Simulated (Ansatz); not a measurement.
# BiMo: from a first guess to the relaxed rocksalt type

First guess:

```yaml
crystal:
  lattice:
    - [0.00000, 2.91919, 2.91919]
    - [2.91919, 0.00000, 2.91919]
    - [2.91919, 2.91919, 0.00000]
  atoms:
    - { symbol: Mo, position: [0.00000, 0.00000, 0.00000] }
    - { symbol: Bi, position: [0.50000, 0.50000, 0.50000] }
```

Level of theory: DFT, PBE, PAW with Ansatz's default frozen-core files, scalar-relativistic (Ansatz 0.2.0).

Cell and atoms relax within the symmetry of the start on a 12×12×12 k mesh with 0.05 eV Fermi–Dirac smearing.

The start is built from a prototype, known or not as a phase of this compound; the cutoff is 420 eV.

Spin polarisation is left out, and whether a magnetic state lies lower isn't shown here.

No spin–orbit coupling, which matters for the heavy atoms here.

Task: What is the pressure of the first guess?

Result: -6.75 GPa.

Task: What does it relax to?

Result: a = 5.689 Å, b = 5.689 Å, c = 5.689 Å, α = 90.00°, β = 90.00°, γ = 90.00° (conventional cell), 23.01 Å³ per atom:
```
CELL_PARAMETERS angstrom
0.00000 2.84448 2.84448
2.84448 0.00000 2.84448
2.84448 2.84448 0.00000
ATOMIC_POSITIONS crystal
Mo 0.00000 0.00000 0.00000
Bi 0.50000 0.50000 0.50000
```

Task: How much energy does the relaxation release?

Result: 42 meV/atom.
